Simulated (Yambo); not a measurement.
```xyz
6
Lattice="4.2427 0.0000 0.0000 -2.1214 3.6743 0.0000 0.0000 0.0000 7.6828" Properties=species:S:1:pos:R:3 pbc="T T T"
H      0.0000     0.0000     3.8414
H      2.1214     1.2248     2.7447
H      0.0000     2.4495     4.9381
Sr     2.1214     1.2248     5.2140
Sr     0.0000     2.4495     2.4688
I      0.0000     0.0000     0.0000
```

Sr$_{2}$H$_{3}$I (space group P-3m1, No. 164): mean Im ε in 1 eV windows above the direct gap of 4.07 eV, for different electron-hole kernels (Yambo, broadening 0.15 eV, norm-conserving PBEsol (Quantum ESPRESSO, 72 Ry, scalar-relativistic) bands; 6×6×4 mesh, 5 valence and 11 conduction bands, static screening with 58 bands and a 3 Ry block, scissor 1.62 eV, Tamm-Dancoff; field along x).

| window (eV) | independent quasiparticles | BSE |
|---|---|---|
| 4.1 to 5.1 | 1.7 | 4.0 |
| 5.1 to 6.1 | 3.1 | 7.5 |
| 6.1 to 7.1 | 6.2 | 5.7 |

This run doesn't resolve bound excitons or single peaks, so only averages are given, and they too depend on the mesh; weight that the attraction moves below the gap isn't listed. All transitions below 7.88 eV are in the band window. The scissor comes from a G0W0 run whose convergence isn't established.

Spin-orbit coupling is left out, which matters for elements this heavy: edges can move by tenths of an eV.

Geometry of the Materials Project entry, not relaxed at this level.

The structure is a Materials Project entry; no match was found in the copy of COD used, and its stability was not checked.
